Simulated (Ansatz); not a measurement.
A relaxed cell of TaSi is given with its symmetry left out. The cell was found from a structure generator's guess, not taken from experiment.

Computed with DFT PBE, scalar-relativistic, plane waves, PAW in Ansatz. Cutoff 420 eV, Γ-centred mesh, Gaussian smearing, no spin polarisation.

```xyz
4
Lattice="3.4346 0.0000 0.0000 -1.7173 2.9744 0.0000 0.0000 0.0000 6.6963" Properties=species:S:1:pos:R:3 pbc="T T T"
Ta    0.0000    1.9830    5.6674
Ta    1.7173    0.9915    1.0290
Si    0.0000    1.9830    2.7298
Si    1.7173    0.9915    3.9665
```

The zero of energy is the elements' standard structures at the same level; no fitted shifts are applied.

(1) Find its symmetry and describe it.

(2) How far does it lie from the elements in energy?

(3) Is it a metal?

(4) From what recipe could a structure generator have reached it?

Results:

(1) P-3m1 (No. 164). Conventional cell: a = 3.435 Å, c = 6.696 Å. Ta has 3 Si at 2.61 Å, 3 Ta at 2.86 Å and 1 Si at 2.94 Å; Si is surrounded by 3 Si at 2.34 Å, 3 Ta at 2.61 Å and 1 Ta at 2.94 Å.

(2) +0.09 eV/atom. The separate elements lie lower, so it is unstable against them.

(3) Yes, bands cross the Fermi level on the 18×18×8 mesh.

(4) One such recipe: close-packed layers stacked ABAB, next cell at A (P-3m1, No. 164). Other recipes can lead to the same cell.

The last run used an 18×18×8 mesh (in the run's order of axes) for its 4-atom cell and Gaussian smearing of 0.10 eV. These runs have no spin–orbit coupling, which can matter for Ta. A later test with randomly moved atoms led to a structure 424 meV/atom lower, so this end is a saddle point or a shallow minimum.
